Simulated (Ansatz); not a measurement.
## Structures of Sn2I: which is lowest?

Plane-wave DFT in Ansatz with scalar-relativistic PAW potentials, cutoff 420 eV, Γ-centred meshes chosen by cell and gap, Gaussian smearing with energies taken to zero width. Every cell was relaxed (cell and atoms) in a run of its own, within the symmetry of its start. Functional: PBE.

Relaxed structures (starts from databases or built by putting these elements on another compound's sites):
A. I4_1/amd, 6 atoms in the computed cell, a = 4.948 Å, c = 17.988 Å; sites (symmetry × multiplicity) Sn 2mm. × 8, I -4m2 × 4; start: built
B. P4_2/mnm, 6 atoms in the computed cell, a = 8.419 Å, c = 3.454 Å; sites (symmetry × multiplicity) Sn m.2m × 4, I m.mm × 2; start: built

**Question.** Rank them by energy. Could pressure change the order?

**Answer.**
| structure | group | E − E(lowest) (meV/atom) | V (Å³/atom) | gap on mesh (eV) |
| --- | --- | --- | --- | --- |
| A | I4_1/amd | 0.0 | 36.69 | 0.00 |
| B | P4_2/mnm | 368 | 40.81 | 0.00 |

A is lowest, 368 meV/atom under B. The lowest is also the densest of these, so pressure wouldn't bring one of the others in at first order. Other structures may lie lower than all of these, and vibrations aren't counted.

Spin-orbit coupling is left out, which matters for the bands of heavy elements.